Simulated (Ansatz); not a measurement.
# Run record: phonons of TiC (Fm-3m)

Computed with r²SCAN, PAW on Ansatz 0.2.0's default frozen-core files (fitted under PBE), scalar-relativistic; not a measurement.

The cell is the relaxed one with its volume scaled by 1.02.

Command:

```sh
ansatz run input.yaml --threads 1 --pin off --max-ram 3072MiB --backend cpu --events-out ev --progress --plain --runs-dir out
```

input.yaml:

```yaml
crystal:
  lattice:
    - [0.0, 2.17821782949, 2.17821782949]
    - [2.17821782949, 0.0, 2.17821782949]
    - [2.17821782949, 2.17821782949, 0.0]
  atoms:
    - { symbol: Ti, position: [0.0, 0.0, 0.0] }
    - { symbol: C, position: [0.5, 0.5, 0.5] }
kpoints:
  mp_grid: { grid: [14, 14, 14] }
scf:
  occupations: { method: fermi_dirac, width: 0.08 }
hamiltonian:
  xc: r2scan
  pseudopotentials: { kind: paw }
phonons:
  qmesh: [2, 2, 2]
  qpath:
    path:
      - [0.0, 0.0, 0.0]
      - [0.5, 0.0, 0.5]
      - [0.625, 0.25, 0.625]
      - [0.375, 0.375, 0.75]
      - [0.0, 0.0, 0.0]
      - [0.5, 0.5, 0.5]
      - [0.5, 0.25, 0.75]
      - [0.5, 0.0, 0.5]
    npoints: 6
  temperatures: { t_min: 0, t_max: 1000, t_step: 100 }
```

Output:

```
Warning: RAYON_NUM_THREADS=1 ignored (pool sized by the plan → 1); use --threads N
Engine: ansatz 0.2.0, x86_64-unknown-linux-gnu
Pseudopotentials: kind: paw
Pseudopotential: Ti, paw, valence charge 12, recommended cutoff 500 eV (meta_gga), Ti.paw.azcp
Pseudopotential: C, paw, valence charge 4, recommended cutoff 500 eV (meta_gga), C.paw.azcp
Functional definition: r2SCAN
  parameter k0 = 0.174
  parameter k1 = 0.065
  parameter a1 = 4.9479
  exchange = r2scan_x(k0 = k0, k1 = k1, a1 = a1)
  correlation = r2scan_c
Crystal: 4 atoms, lattice volume = 41.339 Å³
Basis set: ecut = 500 eV, 1075 PW (Γ), FFT grids on a1, a2, −a2+a3, exchange–correlation on 120×120×200 points (125 copies of the dense FFT grid, shifted against one another)
Bands: 20, of which v1, the nominal top of the filled ones, is band 16 counted from 1 (15 counted from 0)
Symmetry: 24 space group operations
k-points: 144 of 1372
Non-local potential: Ti, projectors of the file, l = 0: 3, l = 1: 2, l = 2: 3, l = 3: 1
Non-local potential: C, projectors of the file, l = 0: 2, l = 1: 2, l = 2: 1
PAW form: soft (Blöchl's): semilocal exchange-correlation on the pseudo side does not see the compensation charge
[... 112 lines left out ...]
  ASR residual: 3.237e-3 → 0.000e0 eV/Å²; symmetrization residual: 2.493e-4 eV/Å²
  largest component of a force at the reference: 1.1e-27 eV/Å
  ASR residual per site (eV/Å²): 3.24e-3 7.65e-4
  Γ frequencies (cm⁻¹): 0.00 0.00 0.00 494.22 494.22 494.22
--- Phonons (by wavevector): 3 wavevectors in 2 supercells ---
  supercell 1 (2 cells, vectors [1, 0, 0], [0, 1, 0], [0, 0, 2] in multiples of the cell's): 2 displaced members by 0.0025 Å; free energy -5516.023228 eV; taken off its force constants: by the sum rule 5.3e-4, by the ...
  symmetry images taken by strict's conditions (phonons.symmetry_images: auto; settled by no image being taken that strict refuses)
  supercell 2 (2 cells, vectors [1, 0, 0], [0, 1, -1], [0, 0, 2] in multiples of the cell's): 2 displaced members by 0.0025 Å; free energy -5516.023228 eV; taken off its force constants: by the sum rule 3.2e-3, by the ...
  symmetry images taken by strict's conditions (phonons.symmetry_images: auto; settled by no image being taken that strict refuses)
  q = [0.0000, 0.0000, 0.0000] (star 1, supercell 1; hermiticity 0.00e0, symmetrization 1.08e-6): -0.00 -0.00 0.00 494.22 494.22 494.22
  q = [0.0000, 0.0000, -0.5000] (star 4, supercell 1; hermiticity 9.17e-17, symmetrization 7.73e-16): 244.11 244.11 451.51 561.22 561.22 726.54
  q = [0.0000, -0.5000, -0.5000] (star 3, supercell 2; hermiticity 1.05e-16, symmetrization 4.71e-16): 280.31 280.31 347.56 504.05 504.05 595.53
  joined force constants: q→R imaginary residual 3.19e-18
  density of states and harmonic sums: on the 24×24×24 q-mesh, interpolated from the force constants of a 2×2×2 supercell (no non-analytic term)
  largest difference from the sums on the solved wave vectors: F 3.98e-2 eV, S 7.21e-5 and C_V 3.23e-5 eV/K
```

The run converged.

Zone-centre phonons:

Harmonic phonons of a crystal by Kohn-Sham DFT at the given cell, standard atomic masses, acoustic sum rule imposed; negative wavenumbers are unstable modes; optical zone-centre levels upwards with Mulliken labels, activity, and the element with most of the kinetic energy.

* Point group: m-3m

| number | phonon wavenumber (cm⁻¹) | label | infrared | raman | lead element |
| --- | --- | --- | --- | --- | --- |
| 1 | 494.2 | T1u | yes | no | C |

**Harmonic thermodynamics**

Sums over wave vectors interpolated from the q mesh.

| Item | Value |
| --- | --- |
| Zero point energy | 80.38 meV/atom |

```
temperature (K)  phonon heat capacity (k_B/atom)  phonon entropy (k_B/atom)  phonon free energy (meV/atom)
            100                           0.4774                     0.1652                          80.05
            200                            1.481                     0.8187                          75.99
            300                            2.101                      1.549                          65.76
            400                             2.43                      2.204                          49.52
            500                            2.612                      2.767                          28.04
            600                            2.721                      3.254                           2.05
            700                            2.791                      3.679                         -27.87
            800                            2.838                      4.055                         -61.22
            900                            2.871                      4.391                         -97.64
           1000                            2.894                      4.695                         -136.8
```

Phonons on the q mesh:

One row a degenerate set, branches counted upwards.

- Unstable phonons: no

```tsv
point	q a (r.l.u.)	q b (r.l.u.)	q c (r.l.u.)	branch	phonon wavenumber (cm⁻¹)	degeneracy
Gamma	0	0	0	4	494.2	3
L	0.5	0	0	1	244.1	2
L	0.5	0	0	3	451.5	1
L	0.5	0	0	4	561.2	2
L	0.5	0	0	6	726.5	1
X	0.5	0.5	0	1	280.3	2
X	0.5	0.5	0	3	347.6	1
X	0.5	0.5	0	4	504	2
X	0.5	0.5	0	6	595.5	1
```

Keep in mind: frozen-core PAW files fitted under PBE, their cores solved anew for the functional of the run; responses of metals move with mesh and smearing; cell scaled away from its relaxed volume; activity by symmetry alone, a metal screens infrared modes; coarse q mesh.

Cost: 4 min on 1 thread of Intel(R) Xeon(R) Platinum 8488C (Sapphire Rapids) (shared host), peak memory 0.96 GiB.
